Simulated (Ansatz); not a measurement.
The cell comes from COD entry 9008501, which wasn't checked; take it as a given geometry.

Input and log of a run on Hf: DFT, PBEsol, all-electron LAPW, scalar-relativistic (Ansatz 0.2.0).

Command: `ansatz run input.yaml --threads 1 --pin off --max-ram 3072MiB --backend cpu --events-out ev --progress --plain --runs-dir out` The run took 27 s on 1 thread of Intel(R) Xeon(R) 6975P-C (Granite Rapids) (shared host), peak memory 0.51 GiB.

```yaml
crystal:
  lattice:
    - [3.1966985242, 0.0, 0.0]
    - [-1.5983492621, 2.7684221302, 0.0]
    - [0.0, 0.0, 5.0578]
  atoms:
    - { symbol: Hf, position: [0.3333333333, 0.6666666667, 0.25] }
    - { symbol: Hf, position: [0.6666666667, 0.3333333333, 0.75] }
kpoints:
  mp_grid: { grid: [13, 13, 7] }
  band_path:
    path:
      - [0.0, 0.0, 0.0]
      - [0.5, 0.0, 0.0]
      - [0.3333333333, 0.3333333333, 0.0]
      - [0.0, 0.0, 0.0]
      - [0.0, 0.0, 0.5]
      - [0.5, 0.0, 0.5]
      - [0.3333333333, 0.3333333333, 0.5]
      - [0.0, 0.0, 0.5]
      - [0.5, 0.0, 0.5]
    npoints: 14
scf:
  occupations: { method: fermi_dirac, width: 0.05 }
hamiltonian:
  xc: pbesol
  pseudopotentials: { kind: all_electron, lapw: { basis_error: 0.0005 } }
output:
  forces: true
  stress: true
  eigenvalues: true
  populations: true
  dos: { projected: true, de: 0.2, e_range: [-14, 8] }
```

What the program printed:

```
Hf: projections on atomic orbitals take those of the free atom 1s2 2s2 2p6 3s2 3p6 3d10 4s2 4p6 4d10 4f14 5s2 5p6 5d2 6s2, of charge +0.00 (hamiltonian.pseudopotentials.projection_atoms)
LAPW: plane waves up to 7.772 Å⁻¹, error target 5.0e-4 eV per atom; small_component_spin mean_spin; Hf in spheres of 1.565 Å, 36 of its electrons in bands, Dirac shells []
Engine: ansatz 0.2.0
Pseudopotentials: kind: all_electron
Pseudopotential: Hf, LAPW, valence charge 36, Koelling and Harmon's equation, gaussian nucleus
Functional definition: PBEsol
  exchange = pbesol_x
  correlation = pbesol_c
Crystal: 2 atoms, lattice volume = 44.761 Å³
Basis set: ecut = 230.13371001285898 eV, 337 PW (Γ), exchange–correlation at level 2
Bands: 44, of which v1, the nominal top of the filled ones, is band 36 counted from 1 (35 counted from 0)
Symmetry: 24 space group operations
Space group: P63/mmc (ITA 194), of the structure as read, at distance tolerance 3.6e-5 Å
k-points: 84 of 1183
Non-local potential: Hf, projectors of the file, none
Initial density: superposition of atomic densities (chi_scale 0.1, normalization cell)
Initial wavefunctions: plane waves of lowest kinetic energy (no species holds an atomic orbital)
Functional: x = pbesol(κ = 0.804, μ = 0.12345679012345678), c = pbesol(β = 0.046)
iter 1 solved again at ethr=3.01e-4 eV; its pass at ethr=1.00e-1 eV (dr2=2.17e-1 eV) is discarded
SCF iter   1: F=—  HF=-820254.117964 eV  |F-HF|=—  |Δ(HF+E_count)|=         —  Δρ=2.34e-2  dr2=2.17e-1  ethr=3.01e-4  ⟨swp⟩=2.6  Hψ=22893  notcnv=0
preconditioner: auto → Kerker (q_TF=auto, 2.953 Å⁻¹)  [metal: Δε(μ)=0.015 eV  Ē_g=17.890 eV  σ=0.050 eV  W_gap=0.07  n_scr=22 (ndim 8)  ℏωp=38.5 eV  f_vac=0.000  D(μ)=1.44/eV (n_scr^D=8)]
SCF iter   2: F=—  HF=-820253.909225 eV  |F-HF|=—  |Δ(HF+E_count)|=   2.09e-1  Δρ=1.42e-2  dr2=9.30e-2  ethr=3.01e-4  ⟨swp⟩=2.0  Hψ=11677  notcnv=0
SCF iter   3: F=—  HF=-820253.874127 eV  |F-HF|=—  |Δ(HF+E_count)|=   3.51e-2  Δρ=1.02e-2  dr2=5.01e-2  ethr=1.29e-4  ⟨swp⟩=2.0  Hψ=11037  notcnv=0
SCF iter   4: F=—  HF=-820253.852763 eV  |F-HF|=—  |Δ(HF+E_count)|=   2.14e-2  Δρ=5.50e-3  dr2=1.64e-2  ethr=6.96e-5  ⟨swp⟩=2.0  Hψ=10408  notcnv=0
iter 5 solved again at ethr=1.13e-6 eV; its pass at ethr=2.28e-5 eV (dr2=8.13e-4 eV) is discarded
SCF iter   5: F=—  HF=-820253.851159 eV  |F-HF|=—  |Δ(HF+E_count)|=         —  Δρ=1.18e-3  dr2=8.12e-4  ethr=1.13e-6  ⟨swp⟩=2.0  Hψ=18552  notcnv=0
the basis was enlarged: its passes take 651.1 KiB over the memory plan, 1 of 1 planned eigensolver slots
SCF iter   6: F=—  HF=-820253.851189 eV  |F-HF|=—  |Δ(HF+E_count)|=   3.01e-5  Δρ=3.76e-4  dr2=7.28e-5  ethr=1.13e-6  ⟨swp⟩=2.0  Hψ=11048  notcnv=0
SCF iter   7: F=—  HF=-820253.851186 eV  |F-HF|=—  |Δ(HF+E_count)|=   3.12e-6  Δρ=1.15e-4  dr2=8.24e-6  ethr=1.01e-7  ⟨swp⟩=2.0  Hψ=11048  notcnv=0
SCF iter   8: F=—  HF=-820253.851185 eV  |F-HF|=—  |Δ(HF+E_count)|=   1.32e-6  Δρ=2.83e-5  dr2=5.02e-7  ethr=1.14e-8  ⟨swp⟩=2.0  Hψ=11048  notcnv=0
SCF iter   9: F=-820253.851185 eV  HF=-820253.851185 eV  |F-HF|=2.13e-8  |Δ(HF+E_count)|=   1.17e-7  Δρ=1.07e-5  dr2=5.68e-8  ethr=6.97e-10  ⟨swp⟩=2.0  Hψ=11048  notcnv=0
SCF 1 converged in 9 iterations: F = -820253.851185 eV  dr2 = 5.68e-8
NSCF: frozen V_eff on 113 k-points
SCF converged after 9 iterations
Free energy (F): -820253.851185 eV
Harris-Foulkes:  -820253.851185 eV  (|F-HF|=2.13e-8)
Internal energy: -820253.837894 eV  (E = F + TS)
E sigma→0 (E₀):  -820253.844540 eV
Entropy (-TS):   -0.013291 eV (-6.645 meV/atom)
Fermi energy:    20.055557 eV
--- Per-component energies (eV) ---
  E_band       = -3540.224568
  E_kinetic    = 912601.820382
  E_xc         = -16580.946576
  E_electrostatic = -1716274.711701  (all electrons and nuclei)
  E_smearing   = -0.013291  (= −TS)
  E_closure    = 0.000000  (closes the sum)
  E_atoms      = -820238.075759  (free atoms, spherical and without spin; not in F)
  Σ components = -820253.851185   (vs F -820253.851185, Δ=0.00e0)
  Basis errors (estimates in eV, not in F): energy 1.1e-4 per atom: plane waves 9.3e-5 (4.8e-5 summed), levels above the bands 1.0e-69, relativity 1.4e-8, radial functions 2.0e-5, core shells 1.8e-7; eigenvalues (radial functions only) 4.8e-7; not estimated: angular momenta, meshes, grids; target (lapw.basis_error) 5.0e-4; muffin-tin radii Hf 1.565 Å
--- Forces (eV/Å), atoms counted from 1 ---
  atom   1  Hf     0.00000000     0.00000000    -0.00000000
  atom   2  Hf    -0.00000000    -0.00000000     0.00000000
  max |Σ_I F_I| component: 1.11e-16 eV/Å
--- Stress (GPa, compression-positive) ---
       -3.634987       0.000000       0.000000
        0.000000      -3.634987       0.000000
        0.000000       0.000000      -3.841877
  P = ⅓ Tr σ = -3.7040 GPa (-37.040 kbar)
--- Band table (eV; the first three rows and the last of 84) ---
  k-point 0: bands = ["-181.0812", "-181.0812", "-181.0812", "-181.0812", "-181.0769", "-181.0769", "-181.0553", "-181.0553", "-181.0553", "-181.0553", "-41.8315", "-41.7600", "-10.9699", "-10.2269", "-10.2269", "-10.0977", "-10.0977", "-10.0961", "8.1914", "8.2222", "8.2245", "8.2245", "8.2268", "8.2268", "8.2292", "8.2368", "8.2368", "8.2465", "8.2651", "8.2651", "8.3038", "8.3074", "12.6724", "16.3345", "20.7174", "21.2097", "21.2097", "21.4905", "22.0297", "22.0297", "22.6649", "22.6649", "25.3763", "25.3763"]
  k-point 1: bands = ["-181.0812", "-181.0812", "-181.0812", "-181.0812", "-181.0769", "-181.0769", "-181.0553", "-181.0553", "-181.0553", "-181.0553", "-41.8280", "-41.7636", "-10.9294", "-10.2206", "-10.2206", "-10.1425", "-10.1042", "-10.1042", "8.1919", "8.2148", "8.2148", "8.2246", "8.2252", "8.2312", "8.2312", "8.2391", "8.2391", "8.2472", "8.2684", "8.2684", "8.3040", "8.3072", "12.8600", "16.2338", "20.4600", "21.1072", "21.1072", "21.3285", "21.8769", "21.8769", "22.9685", "22.9685", "25.4481", "25.4481"]
  k-point 2: bands = ["-181.0812", "-181.0812", "-181.0812", "-181.0812", "-181.0769", "-181.0769", "-181.0553", "-181.0553", "-181.0553", "-181.0553", "-41.8181", "-41.7735", "-10.8145", "-10.2704", "-10.2028", "-10.2028", "-10.1222", "-10.1222", "8.1941", "8.2085", "8.2085", "8.2165", "8.2208", "8.2208", "8.2306", "8.2468", "8.2528", "8.2528", "8.2721", "8.2721", "8.3045", "8.3067", "13.3965", "15.8428", "20.0774", "20.9101", "20.9881", "20.9881", "21.5412", "21.5412", "23.6577", "23.6577", "25.4636", "25.4636"]
  k-point 83: bands = ["-181.0812", "-181.0812", "-181.0812", "-181.0812", "-181.0769", "-181.0769", "-181.0553", "-181.0553", "-181.0553", "-181.0553", "-41.7564", "-41.7549", "-10.7709", "-10.7637", "-10.5722", "-10.5133", "-10.2481", "-10.2347", "8.2162", "8.2228", "8.2245", "8.2270", "8.2323", "8.2338", "8.2405", "8.2435", "8.2449", "8.2453", "8.2463", "8.2504", "8.2853", "8.2854", "18.0233", "18.0583", "18.7850", "18.8406", "19.8061", "19.9463", "22.2601", "22.8710", "25.1459", "25.3212", "27.8434", "28.1865"]
--- Löwdin populations: 2 sites ---
  site symbol       q [e]
     0     Hf     71.9286
     1     Hf     71.9286
  spilling = 0.000992 (of n_electrons = 144.000000)
```
